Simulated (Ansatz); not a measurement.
**CO₂: gradients before and after relaxing the atoms**

Start: an entry of the Crystallography Open Database (COD) (listed for 1.0 GPa), taken as it stands.

Space group Pa-3 (No. 205); a = 5.4942 Å.

```csv
site,Wyckoff,site symmetry,x,y,z
C,4a,.-3.,0.0000,0.0000,0.0000
O,8c,.3.,0.1207,0.1207,0.1207
```

One atom of each set is listed.

All values are calculated (Ansatz; DFT, PBE, plane waves and PAW, scalar-relativistic, 420 eV cutoff, Γ-centred 5×5×5 k-points, Fermi–Dirac smearing 0.02 eV), not measured.

The largest force at the start is 2.1 eV/Å. Relaxing the ions at fixed cell moves them by 0.019 Å at most (atom 6, O) and 0.016 Å rms. End positions:

C (0.0000, 0.0000, 0.0000)
O (0.1227, 0.1227, 0.1227)

```tsv
site	moved (Å)	first shell before	first shell after	V_zz before (10²¹ V/m²)	η before
C	0.000	2 O at 1.15 Å, angle 180°	2 O at 1.17 Å, angle 180°	-3.02	0.00
O	0.019	1 C at 1.15 Å	1 C at 1.17 Å	6.32	0.00
```

Q: How do the gradients change?

A: 

```json
{"site": "C", "V_zz after": "-2.94", "η after": "0.00", "change of V_zz": "+0.08"}
{"site": "O", "V_zz after": "7.18", "η after": "0.00", "change of V_zz": "+0.86"}
```

The largest change of V_zz is on O, from 6.32 to 7.18. In per cent, |V_zz| changes by -3 on C, +14 on O (all sites that start above 0.5).
